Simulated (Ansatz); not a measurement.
Ag:
```cif
data_Ag7
_chemical_formula_sum 'Ag7'
_space_group_name_H-M_alt 'P6/mmm'
_space_group_IT_number 191
_space_group_name_Hall '-P 6 2'
_cell_length_a 5.38838
_cell_length_b 5.38838
_cell_length_c 5.26108
_cell_angle_alpha 90.000
_cell_angle_beta 90.000
_cell_angle_gamma 120.000
loop_
_atom_site_label
_atom_site_type_symbol
_atom_site_symmetry_multiplicity
_atom_site_Wyckoff_symbol
_atom_site_fract_x
_atom_site_fract_y
_atom_site_fract_z
_atom_site_occupancy
Ag1 Ag 2 e 0.00000 0.00000 0.25272 1
Ag2 Ag 2 d 0.33333 0.66667 0.50000 1
Ag3 Ag 3 f 0.00000 0.50000 0.00000 1
```

Relaxed at zero pressure with PBE in the plane-wave PAW code Ansatz.

Task: The volume is lowered by 6 % and shape and atoms relax at that volume. What pressure results, and how do the axes share the change?

Result: 5.9 GPa; a -2.1 %, b -2.1 %, c -2.0 %; the energy rises by 20 meV/atom.

Task: Give the new structure.

Result: 
Space group P6/mmm (No. 191); a = b = 5.2772 Å, c = 5.1559 Å, α = β = 90.00°, γ = 120.00°

```
atom  site  symmetry       x       y       z
----  ----  --------  ------  ------  ------
Ag      2e       6mm  0.0000  0.0000  0.2536
Ag      2d      -6m2  0.3333  0.6667  0.5000
Ag      3f       mmm  0.0000  0.5000  0.0000
```

The phase is kept; no other phase was compared at this pressure.

The start of the workflow was typed in or built on a structure type; neither database checked (COD, Materials Project) lists it. It is not the phase usual at ambient conditions (space group No. 225). The cell was relaxed with PBE under the symmetry of its start; its stability against distortions is not shown here. The run is not spin-polarised. Axis ratios of metals converge slowly with the k-mesh, so a and c are less sure than the volume.

Potentials: the earlier of the program's two PAW sets.
